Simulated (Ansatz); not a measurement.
BiPd: frozen-core PAW against all-electron methods

```yaml
crystal:
  lattice:
    - [4.28567, 0.00000, 0.00000]
    - [-2.14283, 3.71150, 0.00000]
    - [0.00000, 0.00000, 5.76488]
  atoms:
    - { symbol: Bi, position: [0.33333, 0.66667, 0.25000] }
    - { symbol: Bi, position: [0.66667, 0.33333, 0.75000] }
    - { symbol: Pd, position: [0.00000, 0.00000, 0.00000] }
    - { symbol: Pd, position: [0.00000, 0.00000, 0.50000] }
```

Atom numbers follow the list: Bi1, Bi2, Pd3, Pd4.

Conventional cell: a = 4.286 Å, b = 4.286 Å, c = 5.765 Å, α = 90.00°, β = 90.00°, γ = 120.00°. Bi (atom 1) is surrounded by 6 Pd at 2.86 Å. Pd (atom 3) has 6 Bi at 2.86 Å and 2 Pd at 2.88 Å as nearest neighbours.

The cell is COD entry 9004224, as deposited and not checked against the literature; nothing was relaxed. The listed cell was then made from it by scaling, straining or moving an atom.

Spin polarisation is left out, and whether a magnetic state lies lower isn't shown here.

Spin–orbit coupling is left out, though it moves levels of the heavy atoms by tenths of an eV or more.

Methods: DFT, PBEsol, PAW with Ansatz's default frozen-core files, scalar-relativistic (Ansatz 0.2.0); DFT, PBEsol, all-electron PAW with datasets made for the crystal, scalar-relativistic (Ansatz 0.2.0); DFT, PBEsol, all-electron LAPW, scalar-relativistic (Ansatz 0.2.0).

For PAW: a Γ-centred 9×9×6 k mesh, Fermi–Dirac smearing of 0.03 eV, cutoff 420 eV, no spin polarisation; the PAW files were made with PBE, and the program remakes their frozen cores for this functional. The crystal-made all-electron datasets (AE datasets) take a cutoff of 260 eV at this cell. LAPW targets a basis error of 0.5 meV/atom. The Ansatz runs share mesh, smearing and spin set-up. Plane-wave (PAW) pressures include the program's estimate of the Pulay term.

Stress and pressure are positive in compression.

The change that made this cell: volume scaled by 1.04.

Spin–orbit coupling is left out, which moves gradients at and beside heavy atoms by some per cent and at worst by a factor of two.

In a metal, gradients converge slowly with the k mesh: the values move by tens of per cent from one mesh to another, at times in sign, so only the comparison on one mesh counts.

| quantity | PAW | AE datasets | LAPW |
| --- | --- | --- | --- |
| pressure (GPa) | -3.53 | -3.53 | -3.53 |
| stress xx (GPa) | -3.28 | -3.27 | -3.27 |
| stress zz (GPa) | -4.03 | -4.03 | -4.03 |
| largest principal field gradient Vzz at Bi1 (10²¹ V/m²) | 6.18 | 6.27 | – |
| largest principal field gradient Vzz at Pd3 (10²¹ V/m²) | -5.02 | ? | – |

(1) Fill in "AE datasets" for the row "largest principal field gradient Vzz at Pd3 (10²¹ V/m²)".

Results:

(1) -4.92.
